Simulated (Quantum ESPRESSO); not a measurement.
## Calculated data, AlZn$_{2}$S$_{3}$Cl (made-up cell, one site empty)

Computed with Quantum ESPRESSO 7.5. Calculation on a made-up crystal cell, not a measurement, with one named mistake planted (healthy values lack it): periodic Kohn-Sham density functional theory in plane waves with PseudoDojo standard norm-conserving scalar-relativistic pseudopotentials, each functional with its own files (v0.5 for PBE, v0.4.1 for LDA and PBEsol), no spin polarisation, no spin-orbit coupling, atoms not relaxed, stress positive in tension, energies less a fixed whole-eV offset for each atom's element; levels are Kohn-Sham levels at fractions of this cell's reciprocal vectors, counted from the reference band (half the neutral cell's valence electrons, rounded up) at Gamma; error bars cover cutoff and k-mesh only, not smearing or the files; each bar is the largest change over components, and at least 0.002 eV, 0.002 eV per angstrom or 0.02 GPa; a charged cell sits in a uniform background, with energy and stress on this program's zero of potential; energies are for the whole cell, and the offsets were chosen from early runs and are not element reference energies; a distance is the largest change of any value in units of its error bar (the energy's for the smearing term), a scale change is of lengths, and a coarse mesh keeps the half-step shift; machines and their load varied, so run times do not measure scaling.

## AlZn$_{2}$S$_{3}$Cl (made-up cell, one site empty)

Intended structure:
```
cell vectors (Å)
   5.4619     0.0000     0.0000
   0.0000     5.4619     0.0000
   0.0000     0.0000     5.4619
atoms (fractions of the cell vectors)
Al  0.02442  0.01622  0.02437
Zn  0.01803  0.49250  0.50338
Zn  0.50347 -0.01276  0.50669
S   0.23268  0.26436  0.26018
S   0.25400  0.73297  0.76905
S   0.74124  0.26725  0.74335
Cl  0.76457  0.72779  0.26553
```

* lattice type: zincblende/diamond
* empty site: 4
* intended functional: pbe
* intended cutoff: 1143 eV
* intended fermi dirac smearing: 0.025 eV
* intended scf tolerance: 1e-07 eV
* intended electrons removed: 0
* healthy free energy less offsets: 3.468 eV
* healthy scf iterations: 10
* healthy smearing term minus ts: 0 eV
* healthy pressure: -2.21 GPa
* healthy stress xx: 1.19 GPa
* healthy stress yy: 2.81 GPa
* healthy stress zz: 2.62 GPa
* healthy stress yz: -0.91 GPa
* healthy stress xz: 1.03 GPa
* healthy stress xy: 0.63 GPa
* healthy reference band: 34
* fault kind: cell scaled
* fault scale change: -0.6 percent
* faulty run command: pw.x -nk 1 -in in
* faulty run processor: AMD EPYC, Zen 5 class, virtual cores
* intended k mesh: 4 x 4 x 4, shifted by half a step
* structure shown: as intended, without the mistake
* faulty stress xy: ?

Atoms:
```
atoms element  atom site  atom energy offset (eV)
           Al          1                      -64
           Zn          2                    -5687
           Zn          3                    -5687
            S          5                     -302
            S          6                     -302
            S          7                     -302
           Cl          8                     -449
```

Healthy forces:
```
site  x (eV/Å)  y (eV/Å)  z (eV/Å)
   1    -0.649    -0.161    -2.079
   2    -0.289    -0.075     1.762
   3    -0.549     0.732      0.93
   5     1.447    -1.221    -0.783
   6    -0.204     0.961     0.395
   7     0.454    -1.201     0.863
   8    -0.212     0.966    -1.088
```

Healthy levels:
```
level k point  next band up (eV)
        Gamma              1.572
(1/2,1/2,1/2)              2.159
   (0.15,0,0)               1.94
   (0,0.15,0)              1.957
   (0,0,0.15)              1.976
```

**Q.** What faulty stress xy does the calculation give for AlZn$_{2}$S$_{3}$Cl (made-up cell, one site empty)?
**A.** 0.5929 GPa

Further results for AlZn$_{2}$S$_{3}$Cl (made-up cell, one site empty):

- faulty free energy less offsets: 3.436 eV
- faulty scf iterations: 10
- faulty smearing term minus ts: 0 eV
- faulty pressure: -1.282 GPa
- faulty stress xx: 0.2859 GPa
- faulty stress yy: 1.863 GPa
- faulty stress zz: 1.699 GPa
- faulty stress yz: -1.138 GPa
- faulty stress xz: 1.038 GPa
- faulty reference band: 34
- other mistakes compared: 7
- distance from healthy: 77.93 error bars
- distance from nearest other mistake: 94.08 error bars
- healthy error bar energy: 0.002 eV
- healthy error bar stress: 0.02 GPa
- healthy error bar force: 0.002 eV/Å
- healthy error bar next band up: 0.002 eV
- faulty wall time of scf and band steps on a shared machine: 487 s

Faulty forces:
```
site  x (eV/Å)  y (eV/Å)  z (eV/Å)
   1   -0.7234   -0.2143    -2.151
   2    -0.306  -0.03994     1.824
   3   -0.5643    0.7376    0.9135
   5     1.603    -1.198   -0.8161
   6   -0.1592    0.9407    0.4523
   7    0.4172    -1.192    0.9433
   8   -0.2677    0.9667    -1.167
```

Faulty levels:
```
level k point  next band up (eV)
        Gamma              1.637
(1/2,1/2,1/2)              2.214
   (0.15,0,0)              2.005
   (0,0.15,0)              2.022
   (0,0,0.15)              2.042
```
